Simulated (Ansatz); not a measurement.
The cell below belongs to a search over invented structures; it isn't taken from experiment.

Input and command of a plane-wave DFT calculation in Ansatz:

```yaml
crystal:
  lattice:
    - [2.0067553, -4.0992198, 0.0]
    - [2.0067553, 4.0992198, 0.0]
    - [0.0, 0.0, 9.10039527]
  atoms:
    - { symbol: Si, position: [0.0, 0.5, 0.37556012] }
    - { symbol: Si, position: [0.5, 0.0, 0.37556012] }
    - { symbol: Si, position: [0.26527111, 0.26527111, 0.49649315] }
    - { symbol: Si, position: [0.73472889, 0.73472889, 0.49649315] }
    - { symbol: Si, position: [0.5, 0.5, 0.95754681] }
    - { symbol: Si, position: [0.0, 0.5, 0.78521518] }
    - { symbol: Si, position: [0.5, 0.0, 0.78521518] }
    - { symbol: P, position: [0.5, 0.5, 0.69552704] }
basis:
  ecutwfc: 420
kpoints:
  mp_grid: { grid: [5, 5, 2] }
hamiltonian:
  xc: pbe
scf:
  occupations: { method: gaussian, width: 0.2 }
  lower_state_search: "off"
output:
  forces: true
  stress: true
  eigenvalues: true
relax:
  adjacent_minimum: "off"
  f_tol: 0.08
  max_steps: 16
  cell: { stress_tol: 0.8 }
```

```bash
ansatz run input.yaml --threads 1 --pin off --max-ram 2560MiB --backend cpu --events-out ev --progress --plain --runs-dir out
```

Processor: Intel(R) Xeon(R) Platinum 8488C (Sapphire Rapids), 1 thread, on a host shared with other jobs.

**Question.** How long does it run, and how much memory does it take?

**Answer.** About 66 s, peak memory 0.45 GiB. It solves 25 bands at 18 k points (after reduction by symmetry) with about 2759 plane waves (on the last cell), in 87 SCF iterations over 14 ionic steps.
